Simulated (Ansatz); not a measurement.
Consider the following.

ScAl:
Space group Cmcm (No. 63); a = 3.284 Å, b = 11.029 Å, c = 4.338 Å, α = β = γ = 90.00°

| atom | site | symmetry | x | y | z |
|---|---|---|---|---|---|
| Sc | 4c | m2m | 0.0000 | 0.1630 | 0.7500 |
| Al | 4c | m2m | 0.0000 | 0.5695 | 0.2500 |
(The calculation used a cell of 4 atoms; values per cell refer to that cell.)

This is the PBEsol-relaxed structure.

Problem. All from PBEsol (plane waves, PAW; program Ansatz), unless another level is named. Estimate the formation energy from the elements (no fitted shifts).

Solution. -0.41 eV/atom.

Problem. And the density of states at the Fermi level?

Solution. 1.4 states/eV per atom (mean over ±0.08 eV).

The first step of the workflow began from a Materials Project structure, measured or hypothetical; the Crystallography Open Database copy checked does not list it. Whether it is the stable phase at ambient conditions was not checked. Symmetry was held in the PBEsol relaxation; its stability against distortions is not shown here. No spin polarisation was allowed. Axis ratios of metals converge slowly with the k-mesh, so a and c are less sure than the volume. The references are the lowest solids computed at this level, not always the standard phases.

Potentials: the later of the program's two PAW sets.
